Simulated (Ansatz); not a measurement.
Na2CrO4:
```yaml
crystal:
  lattice:
    - [2.92014, -4.57538, 0.00000]
    - [2.92014, 4.57538, 0.00000]
    - [0.00000, 0.00000, 7.08528]
  atoms:
    - { symbol: Na, position: [0.18624, 0.81376, 0.25000] }
    - { symbol: Na, position: [0.81376, 0.18624, 0.75000] }
    - { symbol: Na, position: [0.50000, 0.50000, 0.00000] }
    - { symbol: Na, position: [0.50000, 0.50000, 0.50000] }
    - { symbol: Cr, position: [0.85428, 0.14572, 0.25000] }
    - { symbol: Cr, position: [0.14572, 0.85428, 0.75000] }
    - { symbol: O, position: [0.24939, 0.75061, 0.56295] }
    - { symbol: O, position: [0.75061, 0.24939, 0.43705] }
    - { symbol: O, position: [0.75061, 0.24939, 0.06295] }
    - { symbol: O, position: [0.24939, 0.75061, 0.93705] }
    - { symbol: O, position: [0.18917, 0.27004, 0.25000] }
    - { symbol: O, position: [0.81083, 0.72996, 0.75000] }
    - { symbol: O, position: [0.27004, 0.18917, 0.75000] }
    - { symbol: O, position: [0.72996, 0.81083, 0.25000] }
```

Relaxed with r²SCAN. The program Ansatz at the r²SCAN level (PAW) gives a gap of 3.12 eV.

Question: What gap does HSE06 give on the same cell (Ansatz, PAW)?

Answer: 4.28 eV, 1.16 eV more. The hybrid was solved on a coarser mesh and at special points; its gap is the smallest among all of these.

```tsv
k	v1 r²SCAN	c1 r²SCAN	v1 HSE06	c1 HSE06
Γ	-0.14	3.12	-0.14	4.30
Y	0.00	3.12	0.00	4.28
T	-0.13	3.37	(withheld)	(withheld)
Z	-0.12	3.25	(withheld)	(withheld)
S	-0.24	3.29	(withheld)	(withheld)
R	-0.29	3.38	(withheld)	(withheld)
Σ0	-0.12	3.17	-0.13	4.33
A0	-0.26	3.37	-0.28	4.55
```

Question: Top valence (v1) and lowest conduction level (c1) in eV from each method's valence maximum (which need not be a listed point): supply the withheld HSE06 values.

Answer: 
- T, v1 HSE06: -0.14
- T, c1 HSE06: 4.57
- S, v1 HSE06: -0.26
- S, c1 HSE06: 4.47
- R, v1 HSE06: -0.32
- R, c1 HSE06: 4.56
- Z, v1 HSE06: -0.12
- Z, c1 HSE06: 4.44

Cost on shared cores: the r²SCAN run (SCF on a 6×6×4 mesh, then bands and DOS) around 4 core-minutes (rough), the HSE06 run (SCF on 4×4×3, then a few points) around 10 core-minutes (rough); the tasks are unlike.

Space group Cmcm. The first step of the workflow began from a Materials Project structure, measured or hypothetical; the Crystallography Open Database files this formula in space group No. 63, but the cells were not matched. Whether it is the stable phase at ambient conditions was not checked. The r²SCAN relaxation kept the symmetry of its start; whether a distortion lowers the energy is not shown. The run is not spin-polarised. No Hubbard U is applied.

Potentials: the later of the program's two PAW sets.
